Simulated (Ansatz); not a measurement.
SiO₂:
```
SiO2
1.0
    4.94785     0.00000     0.00000
   -2.47392     4.28496     0.00000
    0.00000     0.00000     5.44071
Si O
3 6
Direct
  0.47032   0.00000   0.83333
  0.00000   0.47032   0.16667
  0.52968   0.52968   0.50000
  0.41253   0.26701   0.71453
  0.73299   0.14552   0.04786
  0.85448   0.58747   0.38120
  0.14552   0.73299   0.95214
  0.26701   0.41253   0.28547
  0.58747   0.85448   0.61880
```

x, y and z are the axes in which the lattice vectors are written.

Question: Give the high-frequency dielectric tensor and the Born effective charge tensors of the independent atoms from DFPT, PBEsol (plane waves, PAW; program Ansatz).

Answer: 
ε∞:
```
2.49  0.00  0.00
0.00  2.49  0.00
0.00  0.00  2.52
```
Z* of atom 1 (Si), rows: field, columns: displacement, in e:
```
 2.99   0.00   0.00
 0.00   3.67   0.31
 0.00  -0.27   3.45
```
Z* of atom 4 (O), rows: field, columns: displacement, in e:
```
-1.31   0.53  -0.35
 0.48  -2.02   0.74
-0.29   0.78  -1.72
```

Space group P3_121. The cell was relaxed with PBEsol under the symmetry of its start.

Potentials: the later of the program's two PAW sets.
